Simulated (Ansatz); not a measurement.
(100) slab cut from the bulk of Al2Cu, I4/mcm (No. 140); the slab's formula is Al2Cu:

```yaml
crystal:
  lattice:
    - [4.82785, 0.00000, 0.00000]
    - [0.00000, 5.99310, 0.00000]
    - [0.00000, 0.00000, 26.03138]
  atoms:
    - { symbol: Cu, position: [0.75000, 0.50000, 0.28811] }
    - { symbol: Cu, position: [0.25000, 0.50000, 0.28811] }
    - { symbol: Al, position: [0.00000, 0.15932, 0.32479] }
    - { symbol: Al, position: [0.50000, 0.84068, 0.32479] }
    - { symbol: Al, position: [0.00000, 0.65932, 0.36655] }
    - { symbol: Al, position: [0.50000, 0.34068, 0.36655] }
    - { symbol: Cu, position: [0.25000, 0.00000, 0.40323] }
    - { symbol: Cu, position: [0.75000, 0.00000, 0.40323] }
    - { symbol: Al, position: [0.50000, 0.65932, 0.43991] }
    - { symbol: Al, position: [0.00000, 0.34068, 0.43991] }
    - { symbol: Al, position: [0.50000, 0.15932, 0.48166] }
    - { symbol: Al, position: [0.00000, 0.84068, 0.48166] }
    - { symbol: Cu, position: [0.75000, 0.50000, 0.51834] }
    - { symbol: Cu, position: [0.25000, 0.50000, 0.51834] }
    - { symbol: Al, position: [0.00000, 0.15932, 0.55502] }
    - { symbol: Al, position: [0.50000, 0.84068, 0.55502] }
    - { symbol: Al, position: [0.00000, 0.65932, 0.59677] }
    - { symbol: Al, position: [0.50000, 0.34068, 0.59677] }
    - { symbol: Cu, position: [0.25000, 0.00000, 0.63345] }
    - { symbol: Cu, position: [0.75000, 0.00000, 0.63345] }
    - { symbol: Al, position: [0.50000, 0.65932, 0.67013] }
    - { symbol: Al, position: [0.00000, 0.34068, 0.67013] }
    - { symbol: Al, position: [0.50000, 0.15932, 0.71189] }
    - { symbol: Al, position: [0.00000, 0.84068, 0.71189] }
```

All numbers below come from DFT PBEsol, scalar-relativistic, plane waves, PAW (Ansatz 0.2.0). Cutoff 420 eV; k points 7×6×1 on the computed 24-atom cell (Γ-centred); Gaussian smearing, width 0.10 eV; no spin polarisation. A dipole correction removes the field between periodic images along c.

Problem. What forces act on the atoms?

Solution.
```tsv
atom	Fx (eV/Å)	Fy (eV/Å)	Fz (eV/Å)
Cu1	0.000	0.000	0.621
Cu2	0.000	0.000	0.621
Al3	0.000	0.141	-0.176
Al4	0.000	-0.141	-0.176
Al5	0.000	0.074	-0.249
Al6	0.000	-0.074	-0.249
Cu7	0.000	0.000	-0.031
Cu8	0.000	0.000	-0.031
Al9	0.000	0.113	-0.051
Al10	0.000	-0.113	-0.051
Al11	0.000	-0.048	-0.039
Al12	0.000	0.048	-0.039
Cu13	0.000	0.000	-0.026
Cu14	0.000	0.000	-0.026
Al15	0.000	0.025	0.030
Al16	0.000	-0.025	0.030
Al17	0.000	0.130	0.090
Al18	0.000	-0.130	0.090
Cu19	0.000	0.000	-0.320
Cu20	0.000	0.000	-0.320
Al21	0.000	-0.091	0.301
Al22	0.000	0.091	0.301
Al23	0.000	0.008	-0.150
Al24	0.000	-0.008	-0.150
```

Cost: 1 run of about 3.6 core-minutes, on Intel Xeon Platinum 8375C (Ice Lake) (shared hosts).